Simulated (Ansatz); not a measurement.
# Property card for CsGeBr3

CsGeBr3:
```
CELL_PARAMETERS angstrom
      5.53333     0.00000     0.00000
      0.00000     5.53333     0.00000
      0.00000     0.00000     5.53333
ATOMIC_POSITIONS crystal
  Cs 0.00000 0.00000 0.00000
  Ge 0.50000 0.50000 0.50000
  Br 0.50000 0.50000 0.00000
  Br 0.00000 0.50000 0.50000
  Br 0.50000 0.00000 0.50000
```

Space group Pm-3m (No. 221), cubic perovskite; conventional cell a = b = c = 5.5333 Å, α = β = γ = 90.00°.

Method: the program Ansatz at the r²SCAN level (PAW). Structure relaxed to zero pressure with the same functional. Other levels are named where they apply.

Cell and energy:

```json
{
  "volume_per_atom": "33.88 Å³",
  "density": "4.36 g/cm³",
  "Formation energy from the elements (no fitted shifts)": "-1.23 eV/atom"
}
```

Electronic structure:

```json
{
 "band_gap": "0.69 eV (direct)",
 "valence_band_maximum": "at R",
 "conduction_band_minimum": "at R",
 "Electron effective mass with spin–orbit coupling": "0.096 mₑ (isotropic)",
 "hole_effective_mass": "0.061 mₑ (isotropic)",
 "Hole effective mass with spin–orbit coupling": "0.057 mₑ (isotropic)",
 "HSE06 gap on the r²SCAN cell": "0.96 eV",
 "Gap with spin–orbit coupling": "0.52 eV"
}
```

Mechanics:

```json
{
  "Bulk modulus (Birch–Murnaghan fit)": "25.9 GPa",
  "Pressure derivative B′": "4.5"
}
```

Charges:

```json
{
  "bader_charges": "Cs +0.87, Ge +0.99, Br -0.62 e"
}
```

The workflow started from a Materials Project entry (that database holds measured and hypothetical structures alike); the Crystallography Open Database copy checked does not list it. Whether it is the stable phase at ambient conditions was not checked. The r²SCAN relaxation kept the symmetry of its start; whether a distortion lowers the energy is not shown. The references are the lowest solids computed at this level, not always the standard phases. Scalar-relativistic: spin–orbit coupling is off unless named, which matters more the heavier the elements.

Potentials: the later of the program's two PAW sets.
